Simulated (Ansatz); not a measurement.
Relaxed-ion elastic tensor of ZnS (zinc blende, F-43m) in GPa (Voigt order), LDA in the plane-wave PAW code Ansatz; density 4.36 g/cm³, 18.58 Å³ per atom.

|  | 1 | 2 | 3 | 4 | 5 | 6 |
|---|---|---|---|---|---|---|
| 1 | 117 | 71.4 | 71.4 | 0.0 | 0.0 | 0.0 |
| 2 | 71.4 | 117 | 71.4 | 0.0 | 0.0 | 0.0 |
| 3 | 71.4 | 71.4 | 117 | 0.0 | 0.0 | 0.0 |
| 4 | 0.0 | 0.0 | 0.0 | 52.1 | 0.0 | 0.0 |
| 5 | 0.0 | 0.0 | 0.0 | 0.0 | 52.1 | 0.0 |
| 6 | 0.0 | 0.0 | 0.0 | 0.0 | 0.0 | 52.1 |

### Question
Is the crystal mechanically stable?

### Answer
Yes: the smallest eigenvalue of C is 45.3 GPa.

### Question
Work out the Voigt, Reuss and Hill averages.

### Answer
K_V = 86.5, K_R = 86.5, K_H = 86.5; G_V = 40.3, G_R = 34.3, G_H = 37.3 GPa.

### Question
Give Young's modulus, Poisson's ratio, Pugh's ratio and the universal anisotropy index.

### Answer
E = 9KG/(3K + G) = 97.8 GPa; ν = 0.31; K/G = 2.32 (ductile by the Pugh limit of 1.75); A_U = 5G_V/G_R + K_V/K_R − 6 = 0.88.

### Question
Estimate the sound speeds and the Debye temperature.

### Answer
v_l = √((K + 4G/3)/ρ) = 5590 m/s, v_t = √(G/ρ) = 2930 m/s, mean 3270 m/s; Θ = (h/k)(3n/4πV)^(1/3) v_m = 368 K.

### Question
Give the Zener ratio and Young's modulus along [100], [110] and [111].

### Answer
A = 2C44/(C11 − C12) = 2.30; 1/E = S11 − 2(S11 − S12 − S44/2)Γ with Γ = 0, 1/4, 1/3 gives 62.5, 102, 130 GPa.

### Question
Solve the Christoffel equation for the three sound speeds along [100], [110], [111].

### Answer
Eigenvalues of C_ijkl n_j n_l equal ρv² (piezoelectric stiffening left out). In km/s, slowest first: [100] 3.46, 3.46, 5.18; [110] 2.28, 3.46, 5.79; [111] 2.73, 2.73, 5.98.

Symmetry was held in the LDA relaxation.

Potentials: the earlier of the program's two PAW sets. The files were generated under PBE; for other functionals the program regenerates the frozen cores, and for LDA and PBEsol the local potential too.
